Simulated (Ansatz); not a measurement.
TlPbF3 in the cubic perovskite structure, relaxed with r2SCAN in Ansatz 0.2.0: it is cubic, Pm-3m (No. 221); conventional cell a = 4.778 Å, 21.82 Å³ an atom. Tl is surrounded by 12 F at 3.38 Å; Pb is surrounded by 6 F at 2.39 Å; F is surrounded by 2 Pb at 2.39 Å and 4 Tl at 3.38 Å. The cell was then strained (x, y and z are the cube axes), with the atoms relaxed again; stress is positive in compression. (Calculated; spin-unpolarised; the phase may be known or hypothetical.)

- Uniaxial +0.5 % along z, other directions held: r2SCAN's stress changes by -0.49 GPa along the strain and -0.10 GPa across it.
- Epitaxial strain of +1.0 % in the (001) plane: the free normal strain is -0.40 % and the in-plane stress changes by -1.06 GPa.

**Question.** Estimate C₁₁, C₁₂ and the bulk modulus from the uniaxial step.

**Answer.** With compression positive, C₁₁ ≈ −Δσ∥/ε = (+0.49)/(+0.0050) = 98 GPa and C₁₂ ≈ (+0.10)/(+0.0050) = 20 GPa; B = (C₁₁ + 2C₁₂)/3 = 46 GPa. A one-sided step carries third-order terms: it reads low by some per cent.

**Question.** What do the film's normal strain and stress say about the elastic constants?

**Answer.** ε⊥/ε∥ = (-0.0040)/(+0.0100) = -0.40, which linear elasticity sets to −2C₁₂/C₁₁ = -0.41 from the uniaxial step. The biaxial modulus is M = −Δσ/ε∥ = 106 GPa (C₁₁ + C₁₂ − 2C₁₂²/C₁₁ = 110 GPa).

**Question.** How much elastic energy does the film store, with 21.82 Å³ an atom?

**Answer.** u = M ε∥² = −Δσ ε∥ = +1.06 × (+0.0100) = 0.0106 GPa, and 1 GPa Å³ is 6.2415 meV: 1.44 meV an atom. The total energies of the two runs differ by 1.54 meV an atom.
